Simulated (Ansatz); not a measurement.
Phonons of ScPd (CsCl type) at Γ, X = (0.5, 0.0, 0.0), M = (0.5, 0.5, 0.0), R = (0.5, 0.5, 0.5).

ScPd (CsCl type)

```yaml
crystal:
  lattice:
    - [3.22988, 0.00000, 0.00000]
    - [0.00000, 3.22988, 0.00000]
    - [0.00000, 0.00000, 3.22988]
  atoms:
    - { symbol: Sc, position: [0.50000, 0.50000, 0.50000] }
    - { symbol: Pd, position: [0.00000, 0.00000, 0.00000] }
```

Calculation: LDA (plane waves to 420 eV, PAW, scalar-relativistic; Ansatz, a program for electronic structure). Harmonic phonons by density-functional perturbation theory on a 14×14×14 k mesh, in cm⁻¹ and rounded to 5; i marks imaginary ones, q is in fractions of the reciprocal vectors of the cell shown, and the three acoustic modes at Γ are left out. The program warned that its band solver left a few bands short of their tolerance. ScPd is run without spin polarisation. ScPd was relaxed with its symmetry unable to fall.

```json
[
 {"q": "Γ", "wavenumbers (cm⁻¹)": "170 (×3)"},
 {"q": "X = (0.5, 0.0, 0.0)", "wavenumbers (cm⁻¹)": "95 (×2), 115, 140 (×2), 290"},
 {"q": "M = (0.5, 0.5, 0.0)", "wavenumbers (cm⁻¹)": "50 (×2), 75, 145, 240 (×2)"},
 {"q": "R = (0.5, 0.5, 0.5)", "wavenumbers (cm⁻¹)": "80 (×3), 250 (×3)"}
]
```

The structure shows no imaginary mode at these points (lowest 50 cm⁻¹ at M = (0.5, 0.5, 0.0)); other wave vectors were not tested.

Highest mode: 290 cm⁻¹ at X = (0.5, 0.0, 0.0).
